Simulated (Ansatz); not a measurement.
An Ansatz (a program for electronic structure) input:

Ansatz 0.2 input:
```yaml
crystal:
  lattice:
    - [4.8479409085, 2.6874707428, 0.0]
    - [-4.8479409085, 2.6874707428, 0.0]
    - [-3.1466416233, 0.0, 5.7612793223]
  atoms:
    - { symbol: Ba, position: [0.7894358875, 0.2105641125, 0.3127706279] }
    - { symbol: Ba, position: [0.2105641125, 0.7894358875, 0.6872293721] }
    - { symbol: Cd, position: [0.0, 0.0, 0.0] }
    - { symbol: B, position: [0.4396604942, 0.5603395058, 0.2409043412] }
    - { symbol: B, position: [0.5603395058, 0.4396604942, 0.7590956588] }
    - { symbol: O, position: [0.7434569376, 0.7006668976, 0.2739954251] }
    - { symbol: O, position: [0.2565430624, 0.2993331024, 0.7260045749] }
    - { symbol: O, position: [0.7006668976, 0.7434569376, 0.7260045749] }
    - { symbol: O, position: [0.2993331024, 0.2565430624, 0.2739954251] }
    - { symbol: O, position: [0.281604787, 0.718395213, 0.1729079978] }
    - { symbol: O, position: [0.718395213, 0.281604787, 0.8270920022] }
kpoints:
  mp_grid: { grid: [5, 5, 4] }
  band_path:
    path:
      - [[0.0, 0.0, 0.0], [0.3497444439, 0.3497444439, 0.0]]  # Γ-C
      - [[-0.3497444439, 0.6502555561, 0.0], [-0.5, 0.5, 0.0], [0.0, 0.0, 0.0], [-0.5, 0.5, 0.5], [-0.2791273897, 0.7208726103, 0.5]]  # C_2-Y_2-Γ-M_2-D
      - [[0.2791273897, 0.2791273897, 0.5], [0.0, 0.0, 0.5], [0.0, 0.0, 0.0]]  # D_2-A-Γ
      - [[0.0, 0.5, 0.5], [0.0, 0.0, 0.0], [0.0, 0.5, 0.0]]  # L_2-Γ-V_2
      - [VBM, CBM]
    npoints: 8
hamiltonian:
  xc: r2scan
  pseudopotentials: { kind: paw }
magnetization: { noncollinear: true, spin_orbit: true }
scf:
  n_extra_bands: 22
  convergence: { dr2_threshold: 0.0000000001 }
  occupations: { method: gaussian, width: 0.01 }
checkpoint: { write: soc.run }
output: { eigenvalues: true }
```

Task: How many symmetry operations and irreducible k-points will the run report?

Result: 4 operations, 33 of 100 k-points.

Task: With a cutoff of 500 eV, how many plane waves at Γ?

Result: 3783.

It took very roughly 22 core-minutes on shared server cores.

Space group C2/m. The workflow started from a Materials Project entry (that database holds measured and hypothetical structures alike); the Crystallography Open Database copy checked does not list it. Whether it is the stable phase at ambient conditions was not checked. The r²SCAN relaxation kept the symmetry of its start; its stability against distortions is not shown here.

Potentials: the later of the program's two PAW sets.

Ansatz is a plane-wave DFT program.
